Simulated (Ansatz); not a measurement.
Al2GaN3: enthalpy against pressure

Al2GaN3, Cm, a = 11.475 Å, b = 3.131 Å, c = 7.413 Å, β = 104.8°. The structure is a Materials Project entry; whether it is the stable form wasn't checked. Ansatz: r2SCAN, PAW, 500 eV, Γ-centred 8×8×4 mesh on 12 atoms, Gaussian smearing 0.02 eV; no spin polarisation. Cell and atoms are relaxed at each pressure, and no other structure is tried, so the rows at high pressure may lie past a change of phase. y is the enthalpy over the state at zero pressure; there V0 = 10.730 Å³/atom. The pressures are the targets, met within 0.02 GPa.

```tsv
P (GPa)	y (eV/atom)
-2.0	?
0.0	0.0000
2.0	0.1333
5.0	0.3310
10.0	0.6547
20.0	1.2830
```

**Question.** Fit y = c1 P + c2 P² + c3 P³ to the other rows, say what c1 and c2 mean, and predict the missing value.

**Answer.** Least squares on the rows shown. y = 0.066971 P − 0.00015908 P² + 9.0175×10⁻⁷ P³. Since dH/dP = V, c1 is V0: 0.066971 eV/GPa × 160.2 = 10.729 Å³ against 10.730; c2 = −V0/(2B0) gives B0 = 210 GPa, where a Birch–Murnaghan fit to the volumes of the same runs (not shown) gives 207 GPa. At P = -2.0 the fit asked for gives -0.1346 eV/atom. The run gave -0.1346 eV/atom, the same to the digits shown.